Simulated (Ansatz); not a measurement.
Ansatz (a program for electronic structure) input:

Ansatz 0.2 input:
```yaml
crystal:
  lattice:
    - [2.8648478811, 0.0, 0.0]
    - [-1.4324239405, 2.481031043, 0.0]
    - [0.0, 0.0, 4.5304336021]
  atoms:
    - { symbol: Ti, position: [0.3333333333, 0.6666666667, 0.25] }
    - { symbol: Ti, position: [0.6666666667, 0.3333333333, 0.75] }
kpoints:
  mp_grid: { grid: [16, 16, 9] }
hamiltonian:
  xc: lda
  pseudopotentials: { azcp: { folder: ./paw }, kind: paw }
scf:
  occupations: { method: fermi_dirac, width: 0.1 }
phonons:
  method: dfpt
  response_accuracy: low
  eigenvectors: true
  rigid_motions: translations
```

Output (shortened):

```
Pseudopotential: Ti, paw, valence charge 12
Functional definition: SPW92
Crystal: 2 atoms, lattice volume = 32.201 Å³
Basis set: ecut = 420 eV, 615 PW (Γ), exchange–correlation on 40×40×64 points (8 copies of the dense FFT grid, shifted against one another)
Bands: 16, of which v1, the nominal top of the filled ones, is band 12 counted from 1 (11 counted from 0)
Symmetry: 24 space group operations
k-points: 365 of 2304 (irreducible under 4 space group operations, time reversal used)
SCF iter   1: F=—  HF=-4901.057080 eV  |F-HF|=—  |Δ(HF+E_count)|=         —  Δρ=6.07e-2  dr2=1.18e0  ethr=3.10e-3  ⟨swp⟩=4.4  Hψ=52703  notcnv=0  defer=32
automatic band count: the SCF goes on with 20 bands, as 16 were too few: they end inside the smearing window of the response
preconditioner: auto → none
SCF iter   2: F=—  HF=-4900.782985 eV  |F-HF|=—  |Δ(HF+E_count)|=   2.74e-1  Δρ=3.42e-2  dr2=3.93e-1  ethr=3.10e-3  ⟨swp⟩=2.0  Hψ=12413  notcnv=0  defer=143
SCF iter   3: F=—  HF=-4900.652210 eV  |F-HF|=—  |Δ(HF+E_count)|=   1.31e-1  Δρ=1.28e-3  dr2=3.34e-4  ethr=1.64e-3  ⟨swp⟩=2.8  Hψ=13140  notcnv=0  defer=143
SCF iter   4: F=—  HF=-4900.652252 eV  |F-HF|=—  |Δ(HF+E_count)|=   4.15e-5  Δρ=1.40e-4  dr2=4.45e-6  ethr=1.39e-6  ⟨swp⟩=2.4  Hψ=12329  notcnv=0  defer=139
SCF iter   5: F=—  HF=-4900.652256 eV  |F-HF|=—  |Δ(HF+E_count)|=   4.52e-6  Δρ=6.08e-5  dr2=7.77e-7  ethr=1.85e-8  ⟨swp⟩=2.4  Hψ=11620  notcnv=0  defer=139
SCF iter   6: F=—  HF=-4900.652254 eV  |F-HF|=—  |Δ(HF+E_count)|=   2.23e-6  Δρ=9.12e-6  dr2=1.22e-8  ethr=3.24e-9  ⟨swp⟩=2.9  Hψ=11541  notcnv=0  defer=139
SCF iter   7: F=—  HF=-4900.652254 eV  |F-HF|=—  |Δ(HF+E_count)|=   5.46e-9  Δρ=8.94e-7  dr2=1.24e-10  ethr=5.07e-11  ⟨swp⟩=2.8  Hψ=11746  notcnv=0  defer=139
SCF iter   8: F=-4900.652254 eV  HF=-4900.652254 eV  |F-HF|=0.00e0  |Δ(HF+E_count)|=  8.64e-11  Δρ=2.25e-8  dr2=6.07e-14  ethr=1.00e-12  ⟨swp⟩=6.6  Hψ=25959  notcnv=0
SCF 1 converged in 8 iterations: F = -4900.652254 eV  dr2 = 6.07e-14
DFPT response loops at Γ: preconditioner auto → Kerker (q_TF=auto, 2.598 Å⁻¹) (partly filled bands, converged f_vac=0.000) …
SCF converged after 8 iterations
Free energy (F): -4900.652254 eV
Harris-Foulkes:  -4900.652254 eV  (|F-HF|=0.00e0)
Internal energy: -4900.579466 eV  (E = F + TS)
E sigma→0 (E₀):  -4900.615860 eV
Entropy (-TS):   -0.072788 eV (-36.394 meV/atom)
Fermi energy:    14.169663 eV
--- Per-component energies (eV) ---
  E_band       = -287.898308
  E_kinetic    = 565.865523
  E_local      = -1671.133506  (includes V_loc(G=0)·N_el)
  E_nonlocal   = 130.265608
  E_hartree    = 664.801565
  E_xc         = -231.239473
  E_vxc        = -291.366622  (∫ρ·V_xc dr)
  E_paw        = -1988.478818  (= ΣΔE_a)
  E_vpaw       = -351.132283  (= ΣTr[D̂ρ^β])
  E_aug_tail   = -0.000153  (compensation charges beyond the density's cutoff)
  E_ewald      = -2371.312115
  E_core_change = 0.651901  (= ΣΔE_core)
  E_smearing   = -0.072788  (= −TS)
  E_closure    = 0.000000  (closes the sum)
  Σ components = -4900.652254   (vs F -4900.652254, Δ=0.00e0)
  [band-id]    e_kinetic+e_local+e_nonlocal+2·e_hartree+e_vxc+e_vpaw+e_augmentation_tail = -287.898302   (vs E_band -287.898308, Δ=5.21e-6)
--- Band table (eV; the first three rows and the last of 365) ---
  k-point 0: bands = ["-41.9227", "-41.7253", "-18.9351", "-18.1118", "-18.1118", "-17.9994", "-17.9804", "-17.9804", "7.9325", "11.3336", "14.9782", "14.9782", "15.1411", "15.3031", "15.5401", "15.5401", "15.9151", "15.9151", "17.6393", "17.6393"]
  k-point 1: bands = ["-41.9169", "-41.7314", "-18.9082", "-18.1079", "-18.1079", "-18.0290", "-17.9844", "-17.9844", "8.0448", "11.3015", "14.9200", "14.9200", "15.0772", "15.0906", "15.4750", "15.4750", "16.0492", "16.0492", "17.6486", "17.6486"]
  k-point 2: bands = ["-41.9000", "-41.7488", "-18.8301", "-18.1137", "-18.0966", "-18.0966", "-17.9959", "-17.9959", "8.3724", "11.1591", "14.6417", "14.8260", "14.8260", "14.8994", "15.3114", "15.3114", "16.3607", "16.3607", "17.6448", "17.6448"]
  k-point 364: bands = ["-41.7273", "-41.7159", "-18.7253", "-18.7064", "-18.3806", "-18.3462", "-18.1588", "-18.1268", "12.0743", "12.1514", "13.4417", "13.7393", "13.9763", "14.2071", "15.6637", "16.0333", "17.7389", "18.0571", "19.3669", "19.6957"]
--- Phonons (Γ-DFPT): 2 representative perturbations + reference, on 365 of 2304 k-points (Σ response iterations 6) ---
  ASR residual: 4.920e-4 → 0.000e0 eV/Å²; symmetrization residual: 4.266e-10 eV/Å²
  ASR residual per site (eV/Å²): 4.92e-4 4.92e-4
  Γ frequencies (cm⁻¹): 0.00 0.00 0.00 105.91 105.91 215.22
  non-analytic LO–TO correction: not included (Born effective charges unavailable; polar crystals: no LO–TO splitting at Γ)
```

Cost: roughly 60 core-seconds on shared cores.

Space group P6_3/mmc (hcp (Mg type)). The cell was relaxed with LDA under the symmetry of its start; of distortions, only those at the zone centre were tested. No spin polarisation was allowed. As this level gives no gap, phonon frequencies hold no LO–TO term and depend on the k-mesh and smearing (Fermi–Dirac, 0.1 eV here).

Potentials: the earlier of the program's two PAW sets.

Ansatz is a plane-wave DFT program.
